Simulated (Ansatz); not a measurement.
A geometry of ZrPbO3 away from equilibrium: step 4 of the relaxation of a generated cell, ZrPbO3 built in the AFLOW prototype ABC3_hR10_161_a_a_b (as in LiNbO3). All values below come from r2SCAN (plane waves to 500 eV, PAW, scalar-relativistic; Ansatz, an electronic-structure program). Γ-centred k-mesh 5×5×5 on the run's cell (coarser than for final values), Fermi–Dirac smearing 0.05 eV. The plane waves were selected for a different cell earlier on the path.

```xyz
10
Lattice="2.9159 1.6835 5.1159 -2.9159 1.6835 5.1159 0.0000 -3.3670 5.1159" Properties=species:S:1:pos:R:3 pbc="T T T"
Zr     0.0000     0.0000     4.5921
Zr     0.0000     0.0000    12.2660
Pb     0.0000     0.0000     0.3528
Pb     0.0000     0.0000     8.0266
O      1.7846    -0.3145     6.2828
O     -0.6199     1.7027     6.2828
O     -1.1647    -1.3882     6.2828
O      1.1647     1.9788     8.8407
O     -2.2960     0.0192     8.8407
O      1.1314    -1.9980     8.8407
```

What forces act on the atoms (eV/Å)?


| atom | Fx | Fy | Fz |
|---|---|---|---|
| Zr1 | 0.00 | 0.00 | 0.89 |
| Zr2 | 0.00 | 0.00 | 0.89 |
| Pb3 | 0.00 | 0.00 | 0.54 |
| Pb4 | 0.00 | 0.00 | 0.54 |
| O5 | -0.92 | -0.64 | -0.48 |
| O6 | 1.01 | -0.48 | -0.48 |
| O7 | -0.09 | 1.12 | -0.48 |
| O8 | 0.09 | 1.12 | -0.48 |
| O9 | -1.01 | -0.48 | -0.48 |
| O10 | 0.92 | -0.64 | -0.48 |

The path ends in R3c (No. 161). No spin polarisation in the result.

The run could not lose the symmetry of its start: the end is stationary, and may be a saddle point rather than a minimum.

The end of the path is a generated cell of ZrPbO3: the first start was made by placing the elements on the sites of a structure type, and the end was not matched to a known phase here, so it may be hypothetical.
